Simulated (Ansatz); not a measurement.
Given:

Li:
```cif
data_Li8
_chemical_formula_sum 'Li8'
_space_group_name_H-M_alt 'P 1'
_space_group_IT_number 1
_cell_length_a 5.94681
_cell_length_b 5.94681
_cell_length_c 5.94681
_cell_angle_alpha 109.471
_cell_angle_beta 109.471
_cell_angle_gamma 109.471
loop_
_space_group_symop_operation_xyz
  'x, y, z'
loop_
_atom_site_label
_atom_site_type_symbol
_atom_site_fract_x
_atom_site_fract_y
_atom_site_fract_z
_atom_site_occupancy
Li1 Li 0.00012 0.50000 0.00000 1
Li2 Li 0.50000 0.00000 0.50012 1
Li3 Li 0.00000 0.00012 0.50000 1
Li4 Li 0.99988 0.99988 0.99988 1
Li5 Li 0.49988 0.49988 0.49988 1
Li6 Li 0.00000 0.50012 0.50000 1
Li7 Li 0.50000 0.00000 0.00012 1
Li8 Li 0.50012 0.50000 0.00000 1
```

This is the PBEsol-relaxed structure.

Task: All from PBEsol in the plane-wave PAW code Ansatz, unless another level is named. Predict the highest zone-centre frequency.

Result: 333 cm⁻¹.

Task: Next, the bulk modulus (Birch–Murnaghan fit)?

Result: 13.7 GPa.

Space group Im-3m (bcc (W type)). Symmetry was held in the PBEsol relaxation; of distortions, only those at the zone centre were tested. As this level gives no gap, phonon frequencies hold no LO–TO term and depend on the k-mesh and smearing (Fermi–Dirac, 0.1 eV here).

Potentials: the later of the program's two PAW sets.
